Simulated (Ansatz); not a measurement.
K2NaGaP2:
```cif
data_Ga4K8Na4P8
_chemical_formula_sum 'K8 Na4 Ga4 P8'
_space_group_name_H-M_alt 'Ibam'
_space_group_IT_number 72
_space_group_name_Hall '-I 2 2c'
_cell_length_a 6.56856
_cell_length_b 14.38136
_cell_length_c 6.34308
_cell_angle_alpha 90.000
_cell_angle_beta 90.000
_cell_angle_gamma 90.000
loop_
_atom_site_label
_atom_site_type_symbol
_atom_site_symmetry_multiplicity
_atom_site_Wyckoff_symbol
_atom_site_fract_x
_atom_site_fract_y
_atom_site_fract_z
_atom_site_occupancy
K1 K 8 j 0.25335 0.32574 0.00000 1
Na1 Na 4 a 0.00000 0.00000 0.25000 1
Ga1 Ga 4 b 0.00000 0.50000 0.25000 1
P1 P 8 j 0.30091 0.09266 0.00000 1
```
(The calculation used a cell of 12 atoms; values per cell refer to that cell.)

Relaxed with PBEsol.

Question: Which orbitals make up the states near the band edges in plane-wave PAW PBEsol (Ansatz code)?

Answer: Top 1 eV of the valence band: P 3p 87 %. Bottom 1 eV of the conduction band: K 4s 24 %, P 3p 23 %, Ga 4s 23 %, P 3s 5 %, Ga 4p 5 %, outside the projected shells 14 %. Projections are on Löwdin-orthogonalised atomic valence shells; empty p or d shells of many metals are not among them.

Question: Tabulate the density of states.

Answer: States/eV per cell of 12 atoms, in 0.25 eV bins, energy from the valence-band maximum.

| E (eV) | total | P 3p | Ga 4p | K 4s |
|---|---|---|---|---|
| -7.85 | 0.00 | 0.00 | 0.00 | 0.00 |
| -7.60 | 0.00 | 0.00 | 0.00 | 0.00 |
| -7.35 | 0.00 | 0.00 | 0.00 | 0.00 |
| -7.10 | 0.00 | 0.00 | 0.00 | 0.00 |
| -6.85 | 0.00 | 0.00 | 0.00 | 0.00 |
| -6.60 | 0.00 | 0.00 | 0.00 | 0.00 |
| -6.35 | 0.00 | 0.00 | 0.00 | 0.00 |
| -6.10 | 0.00 | 0.00 | 0.00 | 0.00 |
| -5.85 | 0.00 | 0.00 | 0.00 | 0.00 |
| -5.60 | 0.04 | 0.02 | 0.00 | 0.00 |
| -5.35 | 2.98 | 1.16 | 0.00 | 0.02 |
| -5.10 | 1.76 | 0.68 | 0.00 | 0.03 |
| -4.85 | 1.70 | 0.66 | 0.00 | 0.04 |
| -4.60 | 1.52 | 0.60 | 0.00 | 0.03 |
| -4.35 | 6.16 | 2.60 | 0.02 | 0.18 |
| -4.10 | 1.84 | 0.81 | 0.00 | 0.04 |
| -3.85 | 0.00 | 0.00 | 0.00 | 0.00 |
| -3.60 | 0.00 | 0.00 | 0.00 | 0.00 |
| -3.35 | 0.00 | 0.00 | 0.00 | 0.00 |
| -3.10 | 0.40 | 0.21 | 0.13 | 0.02 |
| -2.85 | 7.06 | 3.99 | 2.04 | 0.39 |
| -2.60 | 5.23 | 3.06 | 1.56 | 0.18 |
| -2.35 | 4.87 | 2.98 | 1.41 | 0.09 |
| -2.10 | 4.64 | 2.95 | 1.26 | 0.08 |
| -1.85 | 2.57 | 1.73 | 0.55 | 0.06 |
| -1.60 | 5.19 | 3.71 | 0.58 | 0.15 |
| -1.35 | 6.75 | 4.96 | 0.88 | 0.34 |
| -1.10 | 7.99 | 6.09 | 0.71 | 0.52 |
| -0.85 | 11.25 | 9.01 | 0.72 | 0.64 |
| -0.60 | 5.28 | 4.55 | 0.11 | 0.21 |
| -0.35 | 9.86 | 8.89 | 0.18 | 0.25 |
| -0.10 | 8.93 | 8.37 | 0.04 | 0.11 |
| 0.15 | 0.00 | 0.00 | 0.00 | 0.00 |
| 0.40 | 0.00 | 0.00 | 0.00 | 0.00 |
| 0.65 | 0.00 | 0.00 | 0.00 | 0.00 |
| 0.90 | 0.00 | 0.00 | 0.00 | 0.00 |
| 1.15 | 0.00 | 0.00 | 0.00 | 0.00 |
| 1.40 | 0.03 | 0.01 | 0.00 | 0.01 |
| 1.65 | 3.28 | 0.77 | 0.16 | 0.82 |
| 1.90 | 4.16 | 1.04 | 0.18 | 0.87 |
| 2.15 | 2.70 | 0.61 | 0.16 | 0.64 |
| 2.40 | 3.35 | 0.57 | 0.27 | 0.97 |
| 2.65 | 6.75 | 0.72 | 0.91 | 2.31 |
| 2.90 | 5.02 | 0.60 | 0.67 | 1.48 |
| 3.15 | 7.10 | 0.80 | 0.94 | 1.45 |
| 3.40 | 10.62 | 1.26 | 2.08 | 1.24 |
| 3.65 | 8.95 | 1.17 | 1.77 | 0.92 |
| 3.90 | 8.59 | 1.17 | 1.63 | 0.79 |
| 4.15 | 8.93 | 1.18 | 1.56 | 1.01 |
| 4.40 | 9.46 | 1.12 | 1.27 | 0.82 |
| 4.65 | 9.38 | 1.05 | 1.13 | 0.81 |
| 4.90 | 8.98 | 1.07 | 1.21 | 0.60 |
| 5.15 | 6.87 | 0.71 | 0.76 | 0.49 |
| 5.40 | 7.88 | 0.82 | 0.91 | 0.53 |
| 5.65 | 8.57 | 0.87 | 1.11 | 0.61 |
| 5.90 | 8.91 | 0.79 | 0.77 | 0.60 |
| 6.15 | 9.84 | 0.81 | 0.69 | 0.64 |

The first step of the workflow began from a Materials Project structure, measured or hypothetical; the Crystallography Open Database files this formula in space group No. 72, but the cells were not matched. Whether it is the stable phase at ambient conditions was not checked. The PBEsol relaxation kept the symmetry of its start; whether a distortion lowers the energy is not shown. Spin–orbit coupling is left out wherever it is not named.

Potentials: the later of the program's two PAW sets.
